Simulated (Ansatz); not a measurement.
An Ansatz (a first-principles code) run. Input:

Ansatz 0.2 input:
```yaml
crystal:
  lattice:
    - [4.1207971545, 0.0, 0.0]
    - [-2.0603985772, 3.5687150196, 0.0]
    - [0.0, 0.0, 13.4365990223]
  atoms:
    - { symbol: Cd, position: [0.0, 0.0, 0.0004155536] }
    - { symbol: Cd, position: [0.0, 0.0, 0.5004155536] }
    - { symbol: Cd, position: [0.6666666667, 0.3333333333, 0.7502335371] }
    - { symbol: Cd, position: [0.3333333333, 0.6666666667, 0.2502335371] }
    - { symbol: S, position: [0.0, 0.0, 0.8125880937] }
    - { symbol: S, position: [0.0, 0.0, 0.3125880937] }
    - { symbol: S, position: [0.6666666667, 0.3333333333, 0.5623928157] }
    - { symbol: S, position: [0.3333333333, 0.6666666667, 0.0623928157] }
kpoints:
  mp_grid: { grid: [8, 8, 2] }
hamiltonian:
  xc: pbesol
  pseudopotentials: { kind: paw }
scf:
  occupations: { method: fixed }
elastic: { mode: relaxed_ion, stencil: two_point, amplitude: 0.005, f_tol: 0.0005 }
output: { polarization: {} }
```

Output (shortened):

```
Pseudopotential: Cd, paw, valence charge 20
Pseudopotential: S, paw, valence charge 6
Functional definition: PBEsol
Crystal: 8 atoms, lattice volume = 197.598 Å³
Basis set: ecut = 420 eV, 3861 PW (Γ), exchange–correlation on 60×60×192 points (8 copies of the dense FFT grid, shifted against one another)
Bands: 63, of which v1, the nominal top of the filled ones, is band 52 counted from 1 (51 counted from 0)
Symmetry: 12 space group operations
Space group: P63mc (ITA 186), of the structure as read, at distance tolerance 5.8e-5 Å
k-points: 20 of 128
SCF 1 converged in 13 iterations: F = -36280.898939 eV  dr2 = 5.52e-14
relax step   1: F+E_penalty+E_count = -36280.89893903 eV  Δ(F+E_penalty+E_count) = +0.000e0 eV  max|allowed force component| = 1.809e-3 eV/Å  Δτ_max = 0.0000 Å  (13 SCF iters, accepted)
Crystal: 8 atoms, lattice volume = 197.598 Å³
SCF 2 converged in 11 iterations: F = -36280.898940 eV  dr2 = 1.95e-14
relax step   2: F+E_penalty+E_count = -36280.89893984 eV  Δ(F+E_penalty+E_count) = -8.090e-7 eV  max|allowed force component| = 6.959e-4 eV/Å  Δτ_max = 0.0001 Å  (11 SCF iters, accepted)
Crystal: 8 atoms, lattice volume = 197.598 Å³
SCF 3 converged in 7 iterations: F = -36280.898940 eV  dr2 = 4.23e-14
relax step   3: F+E_penalty+E_count = -36280.89894000 eV  Δ(F+E_penalty+E_count) = -1.614e-7 eV  max|allowed force component| = 2.736e-4 eV/Å  Δτ_max = 0.0001 Å  (7 SCF iters, accepted)
Crystal: 8 atoms, lattice volume = 197.598 Å³
SCF 4 converged in 10 iterations: F = -36280.898940 eV  dr2 = 7.16e-17
Crystal: 8 atoms, lattice volume = 196.610 Å³
Basis set: ecut = 420 eV, 3833 PW (Γ), exchange–correlation on 60×60×192 points (8 copies of the dense FFT grid, shifted against one another)
Symmetry: 4 space group operations
k-points: 42 of 128
SCF 5 converged in 13 iterations: F = -36280.897067 eV  dr2 = 2.52e-14
relax step   1: F+E_penalty+E_count = -36280.89706677 eV  Δ(F+E_penalty+E_count) = +0.000e0 eV  max|allowed force component| = 3.427e-2 eV/Å  Δτ_max = 0.0000 Å  (13 SCF iters, accepted)
Crystal: 8 atoms, lattice volume = 196.610 Å³
SCF 6 converged in 10 iterations: F = -36280.897523 eV  dr2 = 2.16e-14
relax step   2: F+E_penalty+E_count = -36280.89752311 eV  Δ(F+E_penalty+E_count) = -4.563e-4 eV  max|allowed force component| = 9.993e-3 eV/Å  Δτ_max = 0.0085 Å  (10 SCF iters, accepted)
Crystal: 8 atoms, lattice volume = 196.610 Å³
SCF 7 converged in 9 iterations: F = -36280.897586 eV  dr2 = 4.46e-14
relax step   3: F+E_penalty+E_count = -36280.89758593 eV  Δ(F+E_penalty+E_count) = -6.283e-5 eV  max|allowed force component| = 3.107e-4 eV/Å  Δτ_max = 0.0021 Å  (9 SCF iters, accepted)
Crystal: 8 atoms, lattice volume = 196.610 Å³
SCF 8 converged in 10 iterations: F = -36280.897586 eV  dr2 = 8.47e-17
Crystal: 8 atoms, lattice volume = 198.586 Å³
SCF 9 converged in 13 iterations: F = -36280.897153 eV  dr2 = 3.05e-14
relax step   1: F+E_penalty+E_count = -36280.89715346 eV  Δ(F+E_penalty+E_count) = +0.000e0 eV  max|allowed force component| = 3.249e-2 eV/Å  Δτ_max = 0.0000 Å  (13 SCF iters, accepted)
Crystal: 8 atoms, lattice volume = 198.586 Å³
SCF 10 converged in 10 iterations: F = -36280.897576 eV  dr2 = 1.69e-14
relax step   2: F+E_penalty+E_count = -36280.89757582 eV  Δ(F+E_penalty+E_count) = -4.224e-4 eV  max|allowed force component| = 9.319e-3 eV/Å  Δτ_max = 0.0084 Å  (10 SCF iters, accepted)
Crystal: 8 atoms, lattice volume = 198.586 Å³
SCF 11 converged in 9 iterations: F = -36280.897633 eV  dr2 = 3.40e-14
relax step   3: F+E_penalty+E_count = -36280.89763274 eV  Δ(F+E_penalty+E_count) = -5.692e-5 eV  max|allowed force component| = 1.520e-4 eV/Å  Δτ_max = 0.0020 Å  (9 SCF iters, accepted)
Crystal: 8 atoms, lattice volume = 198.586 Å³
SCF 12 converged in 10 iterations: F = -36280.897633 eV  dr2 = 5.44e-17
Crystal: 8 atoms, lattice volume = 196.610 Å³
Basis set: ecut = 420 eV, 3849 PW (Γ), exchange–correlation on 60×60×192 points (8 copies of the dense FFT grid, shifted against one another)
SCF 13 converged in 13 iterations: F = -36280.896880 eV  dr2 = 1.17e-14
relax step   1: F+E_penalty+E_count = -36280.89687987 eV  Δ(F+E_penalty+E_count) = +0.000e0 eV  max|allowed force component| = 3.931e-2 eV/Å  Δτ_max = 0.0000 Å  (13 SCF iters, accepted)
Crystal: 8 atoms, lattice volume = 196.610 Å³
SCF 14 converged in 10 iterations: F = -36280.897373 eV  dr2 = 2.72e-14
relax step   2: F+E_penalty+E_count = -36280.89737274 eV  Δ(F+E_penalty+E_count) = -4.929e-4 eV  max|allowed force component| = 1.668e-2 eV/Å  Δτ_max = 0.0023 Å  (10 SCF iters, accepted)
Crystal: 8 atoms, lattice volume = 196.610 Å³
SCF 15 converged in 9 iterations: F = -36280.897480 eV  dr2 = 8.76e-14
relax step   3: F+E_penalty+E_count = -36280.89748003 eV  Δ(F+E_penalty+E_count) = -1.073e-4 eV  max|allowed force component| = 7.458e-4 eV/Å  Δτ_max = 0.0017 Å  (9 SCF iters, accepted)
Crystal: 8 atoms, lattice volume = 196.610 Å³
SCF 16 converged in 8 iterations: F = -36280.897480 eV  dr2 = 1.92e-14
relax step   4: F+E_penalty+E_count = -36280.89748005 eV  Δ(F+E_penalty+E_count) = -1.726e-8 eV  max|allowed force component| = 5.432e-4 eV/Å  Δτ_max = 0.0001 Å  (8 SCF iters, accepted)
Crystal: 8 atoms, lattice volume = 196.610 Å³
SCF 17 converged in 7 iterations: F = -36280.897480 eV  dr2 = 6.79e-14
relax step   5: F+E_penalty+E_count = -36280.89748011 eV  Δ(F+E_penalty+E_count) = -6.415e-8 eV  max|allowed force component| = 8.580e-6 eV/Å  Δτ_max = 0.0000 Å  (7 SCF iters, accepted)
Crystal: 8 atoms, lattice volume = 196.610 Å³
SCF 18 converged in 10 iterations: F = -36280.897480 eV  dr2 = 6.03e-17
Crystal: 8 atoms, lattice volume = 198.586 Å³
SCF 19 converged in 13 iterations: F = -36280.896928 eV  dr2 = 1.46e-14
relax step   1: F+E_penalty+E_count = -36280.89692798 eV  Δ(F+E_penalty+E_count) = +0.000e0 eV  max|allowed force component| = 3.611e-2 eV/Å  Δτ_max = 0.0000 Å  (13 SCF iters, accepted)
Crystal: 8 atoms, lattice volume = 198.586 Å³
SCF 20 converged in 10 iterations: F = -36280.897368 eV  dr2 = 2.23e-14
relax step   2: F+E_penalty+E_count = -36280.89736765 eV  Δ(F+E_penalty+E_count) = -4.397e-4 eV  max|allowed force component| = 1.532e-2 eV/Å  Δτ_max = 0.0023 Å  (10 SCF iters, accepted)
Crystal: 8 atoms, lattice volume = 198.586 Å³
SCF 21 converged in 9 iterations: F = -36280.897463 eV  dr2 = 8.28e-14
relax step   3: F+E_penalty+E_count = -36280.89746303 eV  Δ(F+E_penalty+E_count) = -9.538e-5 eV  max|allowed force component| = 4.775e-4 eV/Å  Δτ_max = 0.0016 Å  (9 SCF iters, accepted)
Crystal: 8 atoms, lattice volume = 198.586 Å³
SCF 22 converged in 10 iterations: F = -36280.897463 eV  dr2 = 7.93e-17
Crystal: 8 atoms, lattice volume = 197.597 Å³
Symmetry: 2 space group operations
k-points: 42 of 128 (time reversal used)
SCF 23 converged in 12 iterations: F = -36280.898569 eV  dr2 = 1.89e-14
relax step   1: F+E_penalty+E_count = -36280.89856851 eV  Δ(F+E_penalty+E_count) = +0.000e0 eV  max|allowed force component| = 1.988e-2 eV/Å  Δτ_max = 0.0000 Å  (12 SCF iters, accepted)
Crystal: 8 atoms, lattice volume = 197.597 Å³
SCF 24 converged in 9 iterations: F = -36280.898688 eV  dr2 = 4.09e-14
relax step   2: F+E_penalty+E_count = -36280.89868842 eV  Δ(F+E_penalty+E_count) = -1.199e-4 eV  max|allowed force component| = 8.211e-3 eV/Å  Δτ_max = 0.0013 Å  (9 SCF iters, accepted)
Crystal: 8 atoms, lattice volume = 197.597 Å³
SCF 25 converged in 9 iterations: F = -36280.898713 eV  dr2 = 2.02e-14
relax step   3: F+E_penalty+E_count = -36280.89871275 eV  Δ(F+E_penalty+E_count) = -2.433e-5 eV  max|allowed force component| = 1.110e-4 eV/Å  Δτ_max = 0.0009 Å  (9 SCF iters, accepted)
Crystal: 8 atoms, lattice volume = 197.597 Å³
SCF 26 converged in 10 iterations: F = -36280.898713 eV  dr2 = 6.22e-17
Crystal: 8 atoms, lattice volume = 197.597 Å³
SCF 27 converged in 12 iterations: F = -36280.898569 eV  dr2 = 1.93e-14
relax step   1: F+E_penalty+E_count = -36280.89856851 eV  Δ(F+E_penalty+E_count) = +0.000e0 eV  max|allowed force component| = 1.988e-2 eV/Å  Δτ_max = 0.0000 Å  (12 SCF iters, accepted)
Crystal: 8 atoms, lattice volume = 197.597 Å³
SCF 28 converged in 9 iterations: F = -36280.898688 eV  dr2 = 4.13e-14
relax step   2: F+E_penalty+E_count = -36280.89868842 eV  Δ(F+E_penalty+E_count) = -1.199e-4 eV  max|allowed force component| = 8.211e-3 eV/Å  Δτ_max = 0.0013 Å  (9 SCF iters, accepted)
Crystal: 8 atoms, lattice volume = 197.597 Å³
SCF 29 converged in 9 iterations: F = -36280.898713 eV  dr2 = 2.02e-14
relax step   3: F+E_penalty+E_count = -36280.89871275 eV  Δ(F+E_penalty+E_count) = -2.433e-5 eV  max|allowed force component| = 1.110e-4 eV/Å  Δτ_max = 0.0009 Å  (9 SCF iters, accepted)
Crystal: 8 atoms, lattice volume = 197.597 Å³
SCF 30 converged in 10 iterations: F = -36280.898713 eV  dr2 = 6.25e-17
SCF converged after 10 iterations
Stability not checked: this state was not tested for a lower state beside it, because too few of the mixer's solves of this state at the end of the SCF gave a …
Free energy (F): -36280.898940 eV
Harris-Foulkes:  -36280.898940 eV  (|F-HF|=1.46e-11)
Internal energy: -36280.898940 eV  (E = F + TS)
E sigma→0 (E₀):  -36280.898940 eV
Fermi energy:    6.865076 eV
--- Per-component energies (eV) ---
  E_band       = -2030.676425
  E_kinetic    = 2445.409361
  E_local      = -16035.116950  (includes V_loc(G=0)·N_el)
  E_nonlocal   = 261.689216
  E_hartree    = 7354.289282
  E_xc         = -1085.109355
  E_vxc        = -1232.046656  (∫ρ·V_xc dr)
  E_paw        = -18392.873145  (= ΣΔE_a)
  E_vpaw       = -2179.190017  (= ΣTr[D̂ρ^β])
  E_aug_tail   = 0.000058  (compensation charges beyond the density's cutoff)
  E_ewald      = -10830.803043
  E_core_change = 1.615636  (= ΣΔE_core)
  E_smearing   =  0.000000  (= −TS)
  E_closure    =  0.000000  (closes the sum)
  Σ components = -36280.898940   (vs F -36280.898940, Δ=0.00e0)
--- Forces (eV/Å), atoms counted from 1 ---
  atom   1  Cd     0.00000000     0.00000000     0.00006042
  atom   2  Cd     0.00000000     0.00000000     0.00006042
  atom   3  Cd     0.00000000     0.00000000    -0.00014301
  atom   4  Cd     0.00000000     0.00000000    -0.00014301
  atom   5  S      0.00000000     0.00000000    -0.00019117
  atom   6  S      0.00000000     0.00000000    -0.00019117
  atom   7  S      0.00000000     0.00000000     0.00027354
  atom   8  S      0.00000000     0.00000000     0.00027354
  max |Σ_I F_I| component: 4.45e-7 eV/Å
--- Stress (GPa, compression-positive) ---
        0.002070       0.000000       0.000000
        0.000000       0.002070       0.000000
        0.000000       0.000000      -0.003822
  P = ⅓ Tr σ = 0.0001 GPa (0.001 kbar)
--- Band table (eV; the first three rows and the last of 20) ---
  k-point 0: bands = ["-94.3402", "-94.3402", "-94.3332", "-94.3332", "-55.4428", "-55.4428", "-55.4428", "-55.4428", "-55.4425", "-55.4425", "-55.4359", "-55.4359", "-55.4357", "-55.4357", "-55.4357", "-55.4357", "-5.5429", "-5.3194", "-5.3154", "-5.0951", …
  k-point 1: bands = ["-94.3402", "-94.3402", "-94.3332", "-94.3332", "-55.4428", "-55.4428", "-55.4428", "-55.4428", "-55.4425", "-55.4425", "-55.4359", "-55.4359", "-55.4357", "-55.4357", "-55.4357", "-55.4357", "-5.4769", "-5.4769", "-5.1594", "-5.1594", …
  k-point 2: bands = ["-94.3402", "-94.3402", "-94.3332", "-94.3332", "-55.4428", "-55.4428", "-55.4428", "-55.4428", "-55.4425", "-55.4425", "-55.4359", "-55.4359", "-55.4358", "-55.4358", "-55.4357", "-55.4357", "-5.4851", "-5.2766", "-5.2727", "-5.0694", …
  k-point 19: bands = ["-94.3402", "-94.3402", "-94.3332", "-94.3332", "-55.4432", "-55.4432", "-55.4430", "-55.4430", "-55.4424", "-55.4424", "-55.4361", "-55.4361", "-55.4360", "-55.4360", "-55.4359", "-55.4359", "-5.0211", "-5.0211", "-4.9799", "-4.9799", …
--- Elastic constants: 3 strain directions × 2 members + reference (group order 12) ---
  dense FFT box of the reference and of every strained cell: 30×30×96
  strains applied: 11, 33, 23; error gains …
  reference relaxed by the batch: 3 steps …
  largest displacement 1.7e-4 Å; the constants are those of the deck's cell at these positions:
  atoms:
    - { symbol: Cd, position: [0.0, 0.0, 0.0004275482593860921] }
    - { symbol: Cd, position: [0.0, 0.0, 0.5004275482593861] }
    - { symbol: Cd, position: [0.6666666666666667, 0.33333333333333326, 0.7502455717485921] }
    - { symbol: Cd, position: [0.3333333333333333, 0.6666666666666666, 0.2502455717485921] }
    - { symbol: S, position: [0.0, 0.0, 0.8125757288285465] }
    - { symbol: S, position: [0.0, 0.0, 0.3125757288285464] }
    - { symbol: S, position: [0.6666666666666667, 0.33333333333333326, 0.5623811512634755] }
    - { symbol: S, position: [0.3333333333333333, 0.6666666666666666, 0.06238115126347557] }
  C = ∂σ_k/∂η_j (tension-positive GPa; Voigt order 11 22 33 23 13 12):
        86.428     52.855     44.429      0.000      0.000      0.000
        52.855     86.428     44.429      0.000      0.000      0.000
        44.426     44.426     95.703      0.000      0.000      0.000
         0.000      0.000      0.000     15.129      0.000      0.000
         0.000      0.000      0.000      0.000     15.129      0.000
         0.000      0.000      0.000      0.000      0.000     16.786
  reference stress σ⁰ (GPa):     -0.002     -0.002      0.004      0.000      0.000      0.000
  moduli (Voigt/Reuss/Hill, GPa): K = 61.33/61.33/61.33   G = 17.87/17.21/17.54   E = 48.03   ν = 0.369
  mechanically stable: yes (min eigenvalue of sym C = 15.13 GPa)
  e, the proper piezoelectric tensor (elastic.mode: relaxed_ion; C/m²; rows x y z; Voigt order 11 22 33 23 13 12):
       0.00000    0.00000    0.00000    0.00000    0.16032    0.00000
       0.00000    0.00000    0.00000    0.16032    0.00000    0.00000
       0.19040    0.19040   -0.35512    0.00000    0.00000    0.00000
  ±, each entry's uncertainty from the finite density of the strings (C/m²), an estimate: the size of the correction for it that the entry includes:
       0.00000    0.00000    0.00000    0.00000    0.00232    0.00000
       0.00000    0.00000    0.00000    0.00232    0.00000    0.00000
       0.00608    0.00608    0.00201    0.00000    0.00000    0.00000
  strain η (Voigt 11):  stress-route row diagonal C_11 = 86.43 GPa, energy-path curvature d²(F+E_count+ΔE)/dδ²/Ω₀ = 86.43 GPa
         δ    σ_11 (GPa)             F (eV)   n_scf  n_hpsi   n_pw
    -5.000e-3      -0.4367      -36280.8975859      10   40200   3864   relax 3 steps, max|allowed force component| 3.11e-4 eV/Å
     5.000e-3       0.4276      -36280.8976327      10   40221   3905   relax 3 steps, max|allowed force component| 1.52e-4 eV/Å
  strain η (Voigt 33):  stress-route row diagonal C_33 = 95.70 GPa, energy-path curvature d²(F+E_count+ΔE)/dδ²/Ω₀ = 95.68 GPa
         δ    σ_33 (GPa)             F (eV)   n_scf  n_hpsi   n_pw
    -5.000e-3      -0.4761      -36280.8974801      10   19088   3860   relax 5 steps, max|allowed force component| 8.58e-6 eV/Å
     5.000e-3       0.4809      -36280.8974630      10   19051   3905   relax 3 steps, max|allowed force component| 4.78e-4 eV/Å
  strain η (Voigt 23):  stress-route row diagonal C_44 = 15.13 GPa, energy-path curvature d²(F+E_count+ΔE)/dδ²/Ω₀ = 15.12 GPa
         δ    σ_23 (GPa)             F (eV)   n_scf  n_hpsi   n_pw
    -5.000e-3      -0.0756      -36280.8987128      10   40317   3879   relax 3 steps, max|allowed force component| 1.11e-4 eV/Å
     5.000e-3       0.0756      -36280.8987128      10   40328   3879   relax 3 steps, max|allowed force component| 1.11e-4 eV/Å
--- Formal polarisation (Berry phase): one branch of a lattice of values; only differences between neighbouring runs are physical ---
  axis  mesh            electronic          ionic      p = total  spread (rad)  least overlap  resolved gap  δp at fixed H ≤   (phases in cycles; p mod 2 …
  b1    8×8×2           0.00000000    26.00000000    26.00000000      0.000000         0.8519        1.0506           1.6e-5
  b2    8×8×2           0.00000000    26.00000000    26.00000000      0.000000         0.8519        1.0506           1.6e-5
  b3    8×8×2           0.97800685    40.52640736    41.50441421      0.206710         0.8465        1.0506           6.3e-6
  quantum along a1:   0.04170890 e/Å² =    66.825030 µC/cm²
  quantum along a2:   0.04170890 e/Å² =    66.825030 µC/cm²
  quantum along a3:   0.13599937 e/Å² =   217.895010 µC/cm²
  P = (  0.27110787,   0.46957261,   2.82228705) e/Å² = (  434.362696,   752.338259,  4521.802366) µC/cm²  (mod the quanta)
```

Cost: about 25 core-minutes (a rough figure) on shared cores.

Space group P6_3mc. The cell is a constructed one: a structure type filled with these elements. Its sites differ from those of the usual phase in this space group: another stacking or structure type. The cell was relaxed with PBEsol under the symmetry of its start; its stability against distortions is not shown here. Scalar-relativistic: spin–orbit coupling is off unless named, which matters more the heavier the elements.

Potentials: the later of the program's two PAW sets.

Ansatz is a plane-wave DFT program.
